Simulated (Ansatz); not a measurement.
A scan (energy against volume; even scaling of the relaxed cell, symmetry kept) gave these values. Level of theory: PBE (plane waves to 420 eV, PAW, scalar-relativistic; Ansatz, a quantum-chemistry and plane-wave program).

- Bulk modulus at fixed cell shape B₀ (third-order Birch-Murnaghan fit): 398 GPa
- Pressure derivative B₀′ (fit): 4.8
- Equilibrium volume of the fit: 14.28 Å³/atom

Task: Of these crystals, all scanned alike, which one is it?
A. Sn (beta-Sn type, space group I4_1/amd)
B. Os (hcp, Mg type)
C. Ge₂Sb₂Te₅ (Ge2Sb2Te5-Kooi type, space group P-3m1)
D. BaTiO₃ (tetragonal-perovskite type, space group P4mm)

Result: B, Os (hcp, Mg type). The others have, for the bulk modulus at fixed cell shape: Sn 47.5 GPa, BaTiO3 125 GPa, Ge2Sb2Te5 25.4 GPa

All were relaxed with their symmetry unable to fall. BaTiO3 is run without spin polarisation. Os is run without spin polarisation. Spin-orbit coupling is left out. With the shape held, the modulus is that of even scaling; a crystal free to change shape is softer.

(Under strain, the slope of the energy per volume gives the stress and its curvature an elastic modulus.)
